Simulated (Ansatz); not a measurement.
WS2:
```
WS2
1.0
    3.15411     0.00000     0.00000
   -1.57705     2.73154     0.00000
    0.00000     0.00000    12.14106
W S
2 4
Direct
  0.33333   0.66667   0.75000
  0.66667   0.33333   0.25000
  0.33333   0.66667   0.12030
  0.66667   0.33333   0.87970
  0.66667   0.33333   0.62030
  0.33333   0.66667   0.37970
```

Relaxed with PBE+D3(BJ). Special points in fractions of this cell's reciprocal vectors: Γ (0.000, 0.000, 0.000); M (0.500, 0.000, 0.000); K (0.333, 0.333, 0.000); A (0.000, 0.000, 0.500); L (0.500, 0.000, 0.500); H (0.333, 0.333, 0.500).

Q: List the band energies nearest the valence-band maximum at these points for PBE+D3(BJ) in the plane-wave PAW code Ansatz.

A: In eV from the valence-band maximum; about four levels below and three above (degenerate sets whole), none deeper than 8.9 eV; points with the same levels are listed once.

```tsv
k	below	above
Γ	-2.22 -2.22 -1.42 -1.30 0.00	2.25 2.25 2.26 2.26
M	-2.04 -1.79 -1.79 -1.57	2.27 2.32 2.53
K	-2.94 -2.94 -0.81 -0.57	1.26 1.26 1.91
A	-2.26 -2.26 -2.26 -2.26 -0.31 -0.31	2.24 2.24 2.24 2.24
L	-1.91 -1.91 -1.66 -1.66	2.29 2.29 2.73 2.73
H	-3.17 -3.17 -0.71 -0.71	1.26 1.26 2.50 2.50
```

Space group P6_3/mmc. Symmetry was held in the PBE+D3(BJ) relaxation; phonons on a q-mesh show no instability. The run is not spin-polarised. Scalar-relativistic: spin–orbit coupling is off unless named, which matters more the heavier the elements.

Potentials: the later of the program's two PAW sets.
